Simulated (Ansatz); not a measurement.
Ansatz (a first-principles code) input:

Ansatz 0.2 input:
```yaml
crystal:
  lattice:
    - [2.2471328991, 1.2973827842, 7.3321986398]
    - [-2.2471328991, 1.2973827842, 7.3321986398]
    - [0.0, -2.5947655684, 7.3321986398]
  atoms:
    - { symbol: Te, position: [0.5, 0.5, 0.5] }
    - { symbol: Pb, position: [0.7446053715, 0.7446053715, 0.7446053715] }
    - { symbol: Pb, position: [0.2553946285, 0.2553946285, 0.2553946285] }
    - { symbol: Se, position: [0.0, 0.0, 0.0] }
kpoints:
  mp_grid: { grid: [6, 6, 6] }
  band_path:
    path:
      - [[0.0, 0.0, 0.0], [0.5, 0.5, 0.5], [0.812460733, 0.187539267, 0.5]]  # Γ-T-H_2
      - [[0.5, -0.187539267, 0.187539267], [0.5, 0.0, 0.0], [0.0, 0.0, 0.0], [0.3437696335, -0.3437696335, 0.0]]  # H_0-L-Γ-S_0
      - [[0.6562303665, 0.0, 0.3437696335], [0.5, 0.0, 0.5], [0.0, 0.0, 0.0]]  # S_2-F-Γ
      - [VBM, CBM]
    npoints: 10
hamiltonian:
  xc: r2scan
  pseudopotentials: { kind: paw }
magnetization: { noncollinear: true, spin_orbit: true }
scf:
  n_extra_bands: 12
  convergence: { dr2_threshold: 0.0000000001 }
  occupations: { method: gaussian, width: 0.01 }
checkpoint: { write: soc.run }
output: { eigenvalues: true }
```

Output (shortened):

```
basis.fft_grid_basis auto: the FFT boxes are laid along the combinations [[1, 0, -1], [0, 1, -1], [0, 0, 1]] of the cell's own vectors, 4.494, 4.494 and 7.778 …
Pseudopotential: Te, paw_fr, valence charge 16
Pseudopotential: Pb, paw_fr, valence charge 14
Pseudopotential: Se, paw_fr, valence charge 16
Functional definition: r2SCAN
non-collinear run that drives no moment, with spin-orbit …
Crystal: 4 atoms, lattice volume = 128.257 Å³
Basis set: ecut = 500 eV, 3261 PW (Γ), FFT grids on a1−a3, a2−a3, a3, exchange–correlation on 144×144×240 points (64 copies of the dense FFT grid, shifted against one another)
Bands: 72, of which v1, the nominal top of the filled ones, is band 60 counted from 1 (59 counted from 0)
Symmetry: 12 space group operations + 12 with time reversal
k-points: 32 of 216
Projection manifold: j_resolved (fully-relativistic pseudo-atomic orbitals)
SCF iter   1: F=—  HF=-36236.177936 eV  |F-HF|=—  |Δ(HF+E_count)|=         —  Δρ=2.78e-2  dr2=4.35e0  dr2_τ=3.31e-3  dr2_m=0.00e0 (ungated)  ethr=3.10e-3  |M|=0.00e0 ∫|m|=0.00e0 μB  |m|>n=0.0e0 m-floor=0.0e0 τ_xc=0.0e0  β_m=0.30  ⟨swp⟩=7.7  Hψ=5520  notcnv=0  defer=12
preconditioner: auto → Resta (q_TF=auto, 2.404 Å⁻¹)
spin=Noncollinear: Resta preconditioning applied to the charge; magnetization (m_x, m_y, m_z) channels mix plain (no charge-response kernel on spin).
SCF iter   2: F=—  HF=-36235.435387 eV  |F-HF|=—  |Δ(HF+E_count)|=   7.43e-1  Δρ=1.71e-2  dr2=1.27e0  dr2_τ=1.08e-3  dr2_m=0.00e0 (ungated)  ethr=3.10e-3  |M|=0.00e0 ∫|m|=0.00e0 μB  |m|>n=0.0e0 m-floor=0.0e0 τ_xc=0.0e0  β_m=0.47  ⟨swp⟩=3.0  Hψ=1564  notcnv=0  defer=202
SCF iter   3: F=—  HF=-36235.191923 eV  |F-HF|=—  |Δ(HF+E_count)|=   2.43e-1  Δρ=5.84e-3  dr2=4.56e-2  dr2_τ=4.81e-4  dr2_m=0.00e0 (ungated)  ethr=2.12e-3  |M|=0.00e0 ∫|m|=0.00e0 μB  |m|>n=0.0e0 m-floor=0.0e0 τ_xc=0.0e0  β_m=0.60  ⟨swp⟩=3.1  Hψ=1511  notcnv=0  defer=202
SCF iter   4: F=—  HF=-36235.199124 eV  |F-HF|=—  |Δ(HF+E_count)|=   7.20e-3  Δρ=2.08e-3  dr2=4.68e-3  dr2_τ=3.32e-5  dr2_m=0.00e0 (ungated)  ethr=7.61e-5  |M|=0.00e0 ∫|m|=0.00e0 μB  |m|>n=0.0e0 m-floor=0.0e0 τ_xc=0.0e0  β_m=0.68  ⟨swp⟩=3.9  Hψ=2433  notcnv=0  defer=196
SCF iter   5: F=—  HF=-36235.202080 eV  |F-HF|=—  |Δ(HF+E_count)|=   2.96e-3  Δρ=6.42e-4  dr2=4.75e-4  dr2_τ=4.07e-6  dr2_m=0.00e0 (ungated)  ethr=7.81e-6  |M|=0.00e0 ∫|m|=0.00e0 μB  |m|>n=0.0e0 m-floor=0.0e0 τ_xc=0.0e0  β_m=0.72  ⟨swp⟩=2.5  Hψ=2139  notcnv=0  defer=196
SCF iter   6: F=—  HF=-36235.202339 eV  |F-HF|=—  |Δ(HF+E_count)|=   2.59e-4  Δρ=1.13e-4  dr2=2.54e-5  dr2_τ=2.65e-7  dr2_m=0.00e0 (ungated)  ethr=7.92e-7  |M|=0.00e0 ∫|m|=0.00e0 μB  |m|>n=0.0e0 m-floor=0.0e0 τ_xc=0.0e0  β_m=0.79  ⟨swp⟩=2.0  Hψ=2108  notcnv=0  defer=196
SCF iter   7: F=—  HF=-36235.202345 eV  |F-HF|=—  |Δ(HF+E_count)|=   6.27e-6  Δρ=3.41e-5  dr2=1.39e-6  dr2_τ=1.59e-8  dr2_m=0.00e0 (ungated)  ethr=4.24e-8  |M|=0.00e0 ∫|m|=0.00e0 μB  |m|>n=0.0e0 m-floor=0.0e0 τ_xc=0.0e0  β_m=0.83  ⟨swp⟩=2.0  Hψ=1342  notcnv=0  defer=196
SCF iter   8: F=—  HF=-36235.202345 eV  |F-HF|=—  |Δ(HF+E_count)|=   9.35e-8  Δρ=8.44e-6  dr2=1.47e-7  dr2_τ=8.16e-10  dr2_m=0.00e0 (ungated)  ethr=2.31e-9  |M|=0.00e0 ∫|m|=0.00e0 μB  |m|>n=0.0e0 m-floor=0.0e0 τ_xc=0.0e0  β_m=0.92  ⟨swp⟩=2.6  Hψ=1860  notcnv=0  defer=196
SCF iter  11: F=-36235.202345 eV  HF=-36235.202345 eV  |F-HF|=5.09e-11  |Δ(HF+E_count)|=  3.93e-10  Δρ=1.60e-7  dr2=6.55e-11  dr2_τ=8.06e-13  dr2_m=0.00e0 (ungated)  ethr=1.00e-12  |M|=0.00e0 ∫|m|=0.00e0 μB  |m|>n=0.0e0 m-floor=0.0e0 τ_xc=0.0e0  ⟨swp⟩=12.4  Hψ=5090  notcnv=0
SCF 1 converged in 11 iterations: F = -36235.202345 eV  dr2 = 6.55e-11
NSCF: frozen V_eff on 32 k-points
NSCF: frozen V_eff on 32 k-points
NSCF: frozen V_eff on 32 k-points
NSCF: frozen V_eff on 32 k-points
NSCF: frozen V_eff on 17 k-points
NSCF: frozen V_eff on 20 k-points
NSCF: frozen V_eff on 32 k-points
NSCF: frozen V_eff on 18 k-points
NSCF: frozen V_eff on 19 k-points
NSCF: frozen V_eff on 12 k-points
NSCF: frozen V_eff on 12 k-points
NSCF: frozen V_eff on 9 k-points
NSCF: frozen V_eff on 2 k-points
NSCF: frozen V_eff on 2 k-points
NSCF: frozen V_eff on 84 k-points
SCF converged after 11 iterations
Magnetization: |M| = 0.0000 μB,  M = (+0.0000, +0.0000, +0.0000) μB
Absolute magnetization: 0.0000 μB (∫|m|)
  site 0: m = (+0.0000, +0.0000, +0.0000) μB, |m| = 0.0000 μB  (R = 1.34 Å)
  site 1: m = (+0.0000, +0.0000, +0.0000) μB, |m| = 0.0000 μB  (R = 1.28 Å)
  site 2: m = (+0.0000, +0.0000, +0.0000) μB, |m| = 0.0000 μB  (R = 1.28 Å)
  site 3: m = (+0.0000, +0.0000, +0.0000) μB, |m| = 0.0000 μB  (R = 1.28 Å)
Free energy (F): -36235.202345 eV
Harris-Foulkes:  -36235.202345 eV  (|F-HF|=5.09e-11)
Internal energy: -36235.202345 eV  (E = F + TS)
E sigma→0 (E₀):  -36235.202345 eV
Fermi energy:    8.365278 eV
--- Per-component energies (eV) ---
  E_band       = -804.796852
  E_kinetic    = 873.577615
  E_local      = -6039.851412  (includes V_loc(G=0)·N_el)
  E_nonlocal   = -202.179629
  E_hartree    = 2952.643530
  E_xc         = -630.510126
  E_vxc        = -508.348897  (∫ρ·V_xc dr)
  E_paw        = -27396.369156  (= ΣΔE_a)
  E_vpaw       = -866.407753  (= ΣTr[D̂ρ^β])
  E_aug_tail   = -0.000206  (compensation charges beyond the density's cutoff)
  E_vtau       = 33.126396  (kinetic-family band-sum trace: ∫τ·v_τ [+ j·A + Jᵃ·Aᵃ] dr)
  E_ewald      = -5792.936259
  E_core_change = 0.423298  (= ΣΔE_core)
  E_smearing   =  0.000000  (= −TS)
  E_closure    = 0.000000  (closes the sum)
  Σ components = -36235.202345   (vs F -36235.202345, Δ=0.00e0)
  [band-id]    e_kinetic+e_local+e_nonlocal+2·e_hartree+e_vxc+e_vpaw+e_augmentation_tail+e_vtau = -804.796826   (vs E_band -804.796852, Δ=2.58e-5)
--- Band table (eV; the first three rows and the last of 32) ---
  k-point 0: bands = ["-40.2349", "-40.2349", "-40.2234", "-40.2234", "-39.3408", "-39.3408", "-39.3315", "-39.3315", "-39.3257", "-39.3257", "-29.6129", "-29.6129", "-29.6018", "-29.6018", "-28.1480", "-28.1480", "-28.1451", "-28.1451", "-28.1333", …
  k-point 1: bands = ["-40.2349", "-40.2349", "-40.2234", "-40.2234", "-39.3408", "-39.3408", "-39.3315", "-39.3315", "-39.3257", "-39.3257", "-29.6129", "-29.6129", "-29.6017", "-29.6017", "-28.1480", "-28.1480", "-28.1451", "-28.1451", "-28.1332", …
  k-point 2: bands = ["-40.2349", "-40.2349", "-40.2234", "-40.2234", "-39.3408", "-39.3408", "-39.3315", "-39.3315", "-39.3256", "-39.3256", "-29.6129", "-29.6129", "-29.6015", "-29.6015", "-28.1479", "-28.1479", "-28.1452", "-28.1452", "-28.1329", …
  k-point 31: bands = ["-40.2349", "-40.2349", "-40.2234", "-40.2234", "-39.3408", "-39.3408", "-39.3315", "-39.3315", "-39.3257", "-39.3257", "-29.6129", "-29.6129", "-29.6018", "-29.6018", "-28.1480", "-28.1480", "-28.1451", "-28.1451", "-28.1333", …
```

Cost: about 15 core-minutes (a rough figure) on shared cores.

Space group R-3m. The workflow started from a Materials Project entry (that database holds measured and hypothetical structures alike); the Crystallography Open Database copy checked does not list it. With Te and Se taken as one species the cell has the higher symmetry Fm-3m, so it may be an ordered model of a mixed-site phase. Whether it is the stable phase at ambient conditions was not checked. The cell was relaxed with r²SCAN under the symmetry of its start; whether a distortion lowers the energy is not shown.

Potentials: the later of the program's two PAW sets.

Ansatz is a plane-wave DFT program.
